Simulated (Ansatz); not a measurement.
AlN (wurtzite), relaxed with r²SCAN (Ansatz, a program for electronic structure, plane waves, PAW): a = b = 3.107 Å, c = 4.979 Å, α = β = 90.00°, γ = 120.00°.

| Item | Value |
|---|---|
| gap (eV) | 4.88 |
| ΔH_f (eV/atom) | -1.62 |
| B₀ by P(V) fit (GPa) | 210 |
| electron conductivity mass (mₑ) | 0.31 |

**Question.** The same phase is relaxed and computed with PBE in the same code. What are the cell and these values now?

**Answer.** a = 3.130 Å, b = 3.130 Å, c = 5.018 Å, α = 90.00°, β = 90.00°, γ = 120.00°.

gap (eV): 4.03
ΔH_f (eV/atom): -1.36
B₀ by P(V) fit (GPa): 192
electron conductivity mass (mₑ): 0.29

All cells were relaxed under the symmetry of their starts (and spin orders); stability against distortions was not tested throughout.

Potentials: the later of the program's two PAW sets.

Ansatz is a plane-wave DFT program.

Formation energies count from the lowest solids of the elements computed at the same level, not from gases.
